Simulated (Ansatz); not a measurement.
SnO$_{2}$ (rutile)

```yaml
crystal:
  lattice:
    - [4.76919, 0.00000, 0.00000]
    - [0.00000, 4.76919, 0.00000]
    - [0.00000, 0.00000, 3.21201]
  atoms:
    - { symbol: Sn, position: [0.00000, 0.00000, 0.00000] }
    - { symbol: Sn, position: [0.50000, 0.50000, 0.50000] }
    - { symbol: O, position: [0.30628, 0.30628, 0.00000] }
    - { symbol: O, position: [0.80628, 0.19372, 0.50000] }
    - { symbol: O, position: [0.19372, 0.80628, 0.50000] }
    - { symbol: O, position: [0.69372, 0.69372, 0.00000] }
```

The relaxed cell is deformed in two ways at once: its volume V is scaled, and at that volume it is stretched along z (the c axis of the conventional cell) so that c/a changes. Fractional atomic positions are held.

Computed with PBEsol (plane waves to 420 eV, PAW, scalar-relativistic; Ansatz, an electronic-structure program). k mesh 7×7×10 (Γ-centred), Fermi-Dirac smearing 0.05 eV. Compression counts positive. As the atoms are clamped, bonds stretch with the cell, which overstates energies and stresses. SnO2 was relaxed with its symmetry unable to fall.

At one point of the scan the stress tensor (GPa) is:

```
   -3.1      0.0      0.0
    0.0     -3.1      0.0
    0.0      0.0      1.9
```

**Question.** Which point is it?
A. V/V₀ = 1.013, (c/a)/(c/a)₀ = 0.973
B. V/V₀ = 1.040, (c/a)/(c/a)₀ = 0.947
C. V/V₀ = 0.987, (c/a)/(c/a)₀ = 0.973
D. V/V₀ = 1.000, (c/a)/(c/a)₀ = 0.920

**Answer.** A, V/V₀ = 1.013, (c/a)/(c/a)₀ = 0.973

(A scan under strain: stresses follow from slopes of the energy per volume, elastic moduli from its curvatures.)
